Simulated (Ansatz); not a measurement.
AlCr$_{2}$C:
```yaml
crystal:
  lattice:
    - [2.84015, 0.00000, 0.00000]
    - [-1.42008, 2.45964, 0.00000]
    - [0.00000, 0.00000, 12.70434]
  atoms:
    - { symbol: Al, position: [0.66667, 0.33333, 0.25000] }
    - { symbol: Al, position: [0.33333, 0.66667, 0.75000] }
    - { symbol: Cr, position: [0.33333, 0.66667, 0.41575] }
    - { symbol: Cr, position: [0.66667, 0.33333, 0.58425] }
    - { symbol: Cr, position: [0.66667, 0.33333, 0.91575] }
    - { symbol: Cr, position: [0.33333, 0.66667, 0.08425] }
    - { symbol: C, position: [0.00000, 0.00000, 0.50000] }
    - { symbol: C, position: [0.00000, 0.00000, 0.00000] }
```

Relaxed with PBE. Special points in fractions of this cell's reciprocal vectors: Γ (0.000, 0.000, 0.000); M (0.500, 0.000, 0.000); K (0.333, 0.333, 0.000); A (0.000, 0.000, 0.500); L (0.500, 0.000, 0.500); H (0.333, 0.333, 0.500).

**Question.** List the band energies nearest the Fermi level at these points for the program Ansatz at the PBE level (PAW).

**Answer.** In eV from the Fermi level; about four levels below and three above (degenerate sets whole), none deeper than 8.9 eV; points with the same levels are listed once.

```csv
k,below,above
Γ,-0.22 -0.22 -0.20 -0.20,0.60 0.60 0.64 0.64
M,-3.11 -3.05 -2.02 -1.98,0.11 0.29 0.40 0.40
K,-2.22 -2.22 -1.89 -0.80,0.35 0.35 0.65 0.65
A,-0.21 -0.21 -0.21 -0.21,0.62 0.62 0.62 0.62
L,-3.06 -3.06 -2.00 -2.00,0.27 0.27 0.35 0.35
H,-2.06 -2.06 -1.28 -1.28,0.27 0.27 0.77 0.77
```

Space group P6_3/mmc. Symmetry was held in the PBE relaxation. No spin polarisation was allowed.

Potentials: the later of the program's two PAW sets.
